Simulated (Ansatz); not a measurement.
The cell is the one relaxed in the Materials Project (mp-3108), not relaxed further here; entries there can be hypothetical.

LuSi2Rh2: DFT, PBEsol, PAW with Ansatz's default frozen-core files, scalar-relativistic (Ansatz 0.2.0).

Command: `ansatz run input.yaml --threads 2 --pin off --max-ram 6144MiB --backend cpu --events-out ev --progress --plain --runs-dir out` The run took about 38 s on 2 threads of a shared machine.

```yaml
crystal:
  lattice:
    - [-2.0026521756, 2.0026521756, 4.9253497503]
    - [2.0026521756, -2.0026521756, 4.9253497503]
    - [2.0026521756, 2.0026521756, -4.9253497503]
  atoms:
    - { symbol: Lu, position: [0.0, 0.0, 0.0] }
    - { symbol: Si, position: [0.62038416, 0.62038416, 0.0] }
    - { symbol: Si, position: [0.37961584, 0.37961584, 0.0] }
    - { symbol: Rh, position: [0.75, 0.25, 0.5] }
    - { symbol: Rh, position: [0.25, 0.75, 0.5] }
kpoints:
  mp_grid: { grid: [11, 11, 11] }
  band_path:
    path:
      - [0.0, 0.0, 0.0]
      - [0.0, 0.0, 0.5]
      - [0.25, 0.25, 0.25]
      - [0.0, 0.5, 0.0]
      - [0.0, 0.0, 0.0]
      - [0.5, 0.5, -0.5]
      - [0.291331095, 0.708668905, -0.291331095]
      - [-0.291331095, 0.291331095, 0.291331095]
      - [0.0, 0.0, 0.0]
    npoints: 8
scf:
  occupations: { method: fermi_dirac, width: 0.08 }
hamiltonian:
  xc: pbesol
  pseudopotentials: { kind: paw }
output:
  forces: true
  stress: true
  eigenvalues: true
  efg: { contact_densities: true }
  populations: true
  bader: true
  dos: { projected: true, de: 0.2, e_range: [-14, 8] }
  write_density: true
  write_potential: true
  elf: true
  volumetric_format: npy
```

Output:

```
Lu: projections on atomic orbitals take those of the free atom [Kr 4d10] 4f14 5s2 5p6 5d1 6s2, of charge +0.00 (hamiltonian.pseudopotentials.projection_atoms); the dataset's partial waves leave at most 5.1e-5 of an orbital's norm unspanned inside its sphere
Rh, Lu: output.efg is read without spin–orbit coupling, which moves field gradients at and beside such atoms by some per cent and up to a factor of two; PAW files take it under magnetization.noncollinear and magnetization.spin_orbit
Engine: ansatz 0.2.0
Pseudopotentials: kind: paw
Pseudopotential: Lu, paw, valence charge 25, recommended cutoff 420 eV (normal)
Pseudopotential: Si, paw, valence charge 4, recommended cutoff 420 eV (normal)
Pseudopotential: Rh, paw, valence charge 17, recommended cutoff 420 eV (normal)
Functional definition: PBEsol
  exchange = pbesol_x
  correlation = pbesol_c
Crystal: 5 atoms, lattice volume = 79.015 Å³
Basis set: ecut = 420 eV, 1533 PW (Γ), exchange–correlation on 80×80×80 points (8 copies of the dense FFT grid, shifted against one another)
Bands: 41, of which v1, the nominal top of the filled ones, is band 34 counted from 1 (33 counted from 0)
Symmetry: 16 space group operations
Space group: I4/mmm (ITA 139), of the structure as read, at distance tolerance 4.3e-5 Å
k-points: 126 of 1331
Non-local potential: Lu, projectors of the file, l = 0: 3, l = 1: 2, l = 2: 2, l = 3: 3
Non-local potential: Si, projectors of the file, l = 0: 2, l = 1: 2, l = 2: 2
Non-local potential: Rh, projectors of the file, l = 0: 3, l = 1: 2, l = 2: 2, l = 3: 1
PAW form: soft (Blöchl's): semilocal exchange-correlation on the pseudo side does not see the compensation charge
PAW frozen core: Lu, regenerated for the run's functional, and the local potential with it (the file was generated under x = pbe(κ = 0.804, μ = 0.2195149727645171), c = pbe(β = 0.06672455060314922))
PAW frozen core: Si, regenerated for the run's functional, and the local potential with it (the file was generated under x = pbe(κ = 0.804, μ = 0.2195149727645171), c = pbe(β = 0.06672455060314922))
PAW frozen core: Rh, regenerated for the run's functional, and the local potential with it (the file was generated under x = pbe(κ = 0.804, μ = 0.2195149727645171), c = pbe(β = 0.06672455060314922))
PAW one-centre angular grid: Lu, 590 points (default); XC on 64 Gauss nodes
PAW one-centre angular grid: Si, 110 points (default); XC on 64 Gauss nodes
PAW one-centre angular grid: Rh, 590 points (default); XC on 64 Gauss nodes
Initial density: superposition of atomic densities (neutral atoms: chi_scale 0, normalization atom), corrected by the library's trained network
Initial wavefunctions: pseudopotential atomic-orbital guess
Functional: x = pbesol(κ = 0.804, μ = 0.12345679012345678), c = pbesol(β = 0.046)
SCF iter   1: F=—  HF=-28537.640374 eV  |F-HF|=—  |Δ(HF+E_count)|=         —  Δρ=5.90e-3  dr2=3.48e-2  ethr=1.77e-3  ⟨swp⟩=7.4  Hψ=24633  notcnv=0  defer=7
preconditioner: auto → Kerker (q_TF=auto, 2.654 Å⁻¹)  [metal: Δε(μ)=0.001 eV  Ē_g=10.311 eV  σ=0.080 eV  W_gap=0.00  n_scr=32 (ndim 8)  ℏωp=29.2 eV  f_vac=0.000  D(μ)=2.02/eV (n_scr^D=10)]
SCF iter   2: F=—  HF=-28537.630791 eV  |F-HF|=—  |Δ(HF+E_count)|=   9.58e-3  Δρ=2.84e-3  dr2=9.59e-3  ethr=5.20e-5  ⟨swp⟩=2.1  Hψ=10342  notcnv=0  defer=34
SCF iter   3: F=—  HF=-28537.629921 eV  |F-HF|=—  |Δ(HF+E_count)|=   8.70e-4  Δρ=1.01e-3  dr2=8.50e-4  ethr=1.43e-5  ⟨swp⟩=2.0  Hψ=7454  notcnv=0  defer=34
SCF iter   4: F=—  HF=-28537.629399 eV  |F-HF|=—  |Δ(HF+E_count)|=   5.22e-4  Δρ=6.64e-4  dr2=6.13e-4  ethr=1.27e-6  ⟨swp⟩=3.0  Hψ=9364  notcnv=0  defer=34
SCF iter   5: F=—  HF=-28537.629227 eV  |F-HF|=—  |Δ(HF+E_count)|=   1.72e-4  Δρ=3.43e-4  dr2=1.82e-4  ethr=9.14e-7  ⟨swp⟩=2.1  Hψ=8321  notcnv=0  defer=34
SCF iter   6: F=—  HF=-28537.629202 eV  |F-HF|=—  |Δ(HF+E_count)|=   2.48e-5  Δρ=1.01e-4  dr2=1.59e-5  ethr=2.72e-7  ⟨swp⟩=2.1  Hψ=7911  notcnv=0  defer=36
SCF iter   7: F=—  HF=-28537.629198 eV  |F-HF|=—  |Δ(HF+E_count)|=   4.55e-6  Δρ=3.20e-5  dr2=1.11e-6  ethr=2.37e-8  ⟨swp⟩=2.0  Hψ=9184  notcnv=0  defer=37
SCF iter   8: F=-28537.629198 eV  HF=-28537.629198 eV  |F-HF|=5.52e-8  |Δ(HF+E_count)|=   1.94e-7  Δρ=5.72e-6  dr2=4.86e-8  ethr=1.49e-10  ⟨swp⟩=16.1  Hψ=57204  notcnv=0
SCF 1 converged in 8 iterations: F = -28537.629198 eV  dr2 = 4.86e-8
  Residual-converged pass: ⟨swp⟩=1.0  Hψ=5671  notcnv=0  max |occ|·‖R‖ = 7.0e-9 eV (tolerance 1.0e-8 eV)  dr2=4.86e-8  dr2_onsite=5.99e-8  max |Δocc| = 4.2e-12
  greatest PAW one-centre occupation: 1.000 electrons in one spin orbital (limit 2), on the Rh atom at site 4 (counted from 0), in its partial waves of l = 0
NSCF: frozen V_eff on 65 k-points
SCF converged after 8 iterations
Free energy (F): -28537.629198 eV
Harris-Foulkes:  -28537.629198 eV  (|F-HF|=5.52e-8)
Internal energy: -28537.585030 eV  (E = F + TS)
E sigma→0 (E₀):  -28537.607114 eV
Entropy (-TS):   -0.044167 eV (-8.833 meV/atom)
Fermi energy:    16.684856 eV
--- Per-component energies (eV) ---
  E_band       = -218.500321
  E_kinetic    = 1658.366398
  E_local      = -10998.355411  (includes V_loc(G=0)·N_el)
  E_nonlocal   = 1343.427629
  E_hartree    = 4446.000986
  E_xc         = -773.280924
  E_vxc        = -915.281875  (∫ρ·V_xc dr)
  E_paw        = -15300.843656  (= ΣΔE_a)
  E_vpaw       = -198.674223  (= ΣTr[D̂ρ^β])
  E_aug_tail   = 0.001800  (compensation charges beyond the density's cutoff)
  E_ewald      = -8914.709542
  E_core_change = 1.807688  (= ΣΔE_core)
  E_smearing   = -0.044167  (= −TS)
  E_closure    = 0.000000  (closes the sum)
  Σ components = -28537.629198   (vs F -28537.629198, Δ=0.00e0)
--- Forces (eV/Å), atoms counted from 1 ---
  atom   1  Lu     0.00000000     0.00000000     0.00000000
  atom   2  Si     0.00000000    -0.00000000     0.07499657
  atom   3  Si     0.00000000     0.00000000    -0.07499657
  atom   4  Rh     0.00000000    -0.00000000     0.00000000
  atom   5  Rh     0.00000000     0.00000000     0.00000000
  max |Σ_I F_I| component: 2.43e-17 eV/Å
--- Stress (GPa, compression-positive) ---
       -2.444097       0.000000      -0.000000
        0.000000      -2.444097      -0.000000
        0.000000       0.000000      -1.871858
  P = ⅓ Tr σ = -2.2534 GPa (-22.534 kbar)
--- PAW observables at the nuclei: V_zz in 10²¹ V/m², potentials from the cell's mean, atoms counted from 1 ---
  atom   1  Lu V_zz =    -8.839135   η = 0.0000   by run symmetry: allowed
            electrostatic potential = -13872.825868 V   contact ρ = 6955993.921774 e/Å³
  atom   2  Si V_zz =    +0.074199   η = 0.0000   by run symmetry: allowed
            electrostatic potential = -1369.174586 V   contact ρ = 12761.049834 e/Å³
  atom   3  Si V_zz =    +0.074199   η = 0.0000   by run symmetry: allowed
            electrostatic potential = -1369.174586 V   contact ρ = 12761.049834 e/Å³
  atom   4  Rh V_zz =    -0.546844   η = 0.0000   by run symmetry: allowed
            electrostatic potential = -7023.647438 V   contact ρ = 788673.622549 e/Å³
  atom   5  Rh V_zz =    -0.546844   η = 0.0000   by run symmetry: allowed
            electrostatic potential = -7023.647438 V   contact ρ = 788673.622549 e/Å³
--- Band table (eV; the first three rows and the last of 126) ---
  k-point 0: bands = ["-62.0791", "-62.0388", "-39.4536", "-30.1627", "-30.1627", "-29.9647", "-29.9443", "-29.9443", "-29.9132", "-10.1343", "-10.1343", "-10.1256", "5.4609", "8.7264", "10.1305", "11.5081", "11.5081", "11.7342", "11.7384", "11.7488", "11.7488", "11.7687", "11.7843", "12.0073", "12.0073", "13.3568", "14.1191", "14.1191", "14.5789", "14.7413", "15.4252", "15.8871", "15.8871", "16.2410", "16.7389", "18.8554", "18.8554", "19.6638", "19.9844", "20.9087", "22.7025"]
  k-point 1: bands = ["-62.0775", "-62.0404", "-39.4534", "-30.1651", "-30.1439", "-29.9643", "-29.9626", "-29.9426", "-29.9151", "-10.1399", "-10.1388", "-10.1248", "5.6138", "8.7860", "10.2869", "11.3623", "11.5703", "11.7346", "11.7454", "11.7504", "11.7636", "11.7857", "11.7875", "12.0210", "12.0387", "13.0725", "13.9620", "14.4370", "14.4622", "14.7341", "15.2590", "15.3429", "15.8514", "16.1124", "17.0743", "17.8344", "19.2396", "19.9518", "20.5314", "21.7524", "22.0793"]
  k-point 2: bands = ["-62.0732", "-62.0447", "-39.4529", "-30.1715", "-30.0933", "-30.0176", "-29.9569", "-29.9380", "-29.9204", "-10.1541", "-10.1507", "-10.1227", "6.0296", "8.9389", "10.6162", "11.0772", "11.6880", "11.7357", "11.7467", "11.7534", "11.7546", "11.7886", "11.7971", "12.1831", "12.2525", "12.7513", "13.2304", "14.3009", "14.5656", "14.7732", "14.8031", "14.8773", "15.7491", "15.8657", "17.0754", "17.3826", "20.1309", "20.1650", "20.9440", "21.3341", "22.5680"]
  k-point 125: bands = ["-62.0783", "-62.0397", "-39.4536", "-30.1588", "-30.1584", "-29.9631", "-29.9492", "-29.9488", "-29.9140", "-10.1389", "-10.1335", "-10.1327", "6.5845", "7.2519", "10.2972", "11.5954", "11.6800", "11.7227", "11.7257", "11.7526", "11.7638", "11.7711", "11.7720", "11.8162", "11.9707", "12.7899", "13.2346", "13.6695", "13.9056", "15.3633", "15.5547", "15.8849", "16.8970", "17.0188", "18.3636", "19.3170", "20.0793", "20.1789", "20.5116", "21.1682", "21.5951"]
--- Löwdin populations: 5 sites ---
  site symbol       q [e]
     0     Lu     24.7130
     1     Si      4.0878
     2     Si      4.0878
     3     Rh     16.8445
     4     Rh     16.8445
  spilling = 0.006306 (of n_electrons = 67.000000)
--- Bader charges: 5 sites ---
  site symbol  charge [e]  shift [e]
     0     Lu      1.6334     0.0000
     1     Si      0.2594     0.0069
     2     Si      0.2594     0.0069
     3     Rh     -1.0760     0.0069
     4     Rh     -1.0761     0.0069
  estimated error of the sums over rays = 8.0e-4 e
```

populations.tsv:

```
# site	symbol	l	j	q
# orbitals = lowdin
# n_electrons = 67.000000
# spilling = 0.006306
# projection_atom_Lu: [Kr 4d10] 4f14 5s2 5p6 5d1 6s2
0	Lu	0_5S	-	1.984134
0	Lu	0_6S	-	0.504817
0	Lu	1_5P	-	5.988958
0	Lu	2_5D	-	2.244287
0	Lu	3_4F	-	13.990800
1	Si	0_3S	-	1.199064
1	Si	1_3P	-	2.888691
2	Si	0_3S	-	1.199064
2	Si	1_3P	-	2.888691
3	Rh	0_4S	-	1.976691
3	Rh	0_5S	-	0.516029
3	Rh	1_4P	-	5.983058
3	Rh	2_4D	-	8.368702
4	Rh	0_4S	-	1.976691
4	Rh	0_5S	-	0.516029
4	Rh	1_4P	-	5.983058
4	Rh	2_4D	-	8.368702
```

bader_charges.tsv:

```
# site	symbol	x_ang	y_ang	z_ang	partial_charge_e	electrons	volume_ang3	relative_density_drop	shared_charge_e	partial_wave_shift_e
# quadrature_error_electrons = 8.0e-4
0	Lu	0.0000	0.0000	0.0000	1.63337	69.36663	14.65	-	1.63337	0.00000
1	Si	0.0000	0.0000	6.1112	0.25937	13.74063	13.61	-	0.25937	0.00689
2	Si	0.0000	0.0000	3.7395	0.25937	13.74063	13.61	-	0.25937	0.00689
3	Rh	0.0000	2.0027	2.4627	-1.07604	46.07604	18.58	-	-1.07604	0.00689
4	Rh	2.0027	0.0000	2.4627	-1.07607	46.07607	18.58	-	-1.07607	0.00689
```

Spin polarisation is left out, and whether a magnetic state lies lower isn't shown here.
